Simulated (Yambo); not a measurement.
**Optical response of LaOF**

```xyz
6
Lattice="2.0211 1.1669 6.7259 -2.0211 1.1669 6.7259 0.0000 -2.3338 6.7259" Properties=species:S:1:pos:R:3 pbc="T T T"
O      0.0000     0.0000    12.5648
O      0.0000     0.0000     7.6129
F      0.0000     0.0000    17.5679
F      0.0000     0.0000     2.6098
La     0.0000     0.0000    14.9698
La     0.0000     0.0000     5.2079
```

Yambo, RPA with local fields on PBEsol bands; 6×6×6 mesh, 79 bands, 3 Ry local-field block, 0.2 eV broadening; field along z.

```csv
E (eV),Im ε,Re ε,"Im ε, independent particles"
0.0,0.00,3.33,0.00
0.6,0.01,3.34,0.01
1.2,0.01,3.37,0.02
1.9,0.02,3.42,0.03
2.5,0.03,3.50,0.05
3.1,0.05,3.62,0.07
3.8,0.07,3.80,0.13
4.4,0.13,4.07,0.32
5.0,0.33,4.50,0.86
5.6,0.97,4.89,2.27
6.2,1.59,4.77,2.57
6.9,1.74,4.35,2.40
7.5,1.94,5.33,2.92
8.1,4.15,5.50,4.76
8.8,4.84,3.70,5.02
9.4,5.16,2.25,5.41
10.0,4.35,1.67,5.16
10.6,5.05,0.37,4.40
11.2,3.97,-1.05,2.71
11.9,2.09,-1.48,1.32
12.5,1.11,-0.74,0.92
13.1,0.76,-0.04,0.91
13.8,0.77,0.61,1.10
14.4,1.10,0.42,1.08
15.0,0.71,0.40,0.75
15.6,0.58,0.72,0.64
16.2,0.57,1.03,0.84
16.9,0.75,1.08,1.04
17.5,0.65,1.08,1.18
18.1,0.66,1.30,1.67
18.8,0.87,1.34,2.27
19.4,0.94,1.32,2.80
20.0,0.98,1.30,2.41
```

Peak heights and small wiggles depend on the k mesh. Convergence of the RPA response with its 6×6×6 mesh was not tested. No excitonic effects at this level.

The 4f states are in the valence at their DFT position.

Geometry of the Materials Project entry, not relaxed at this level.
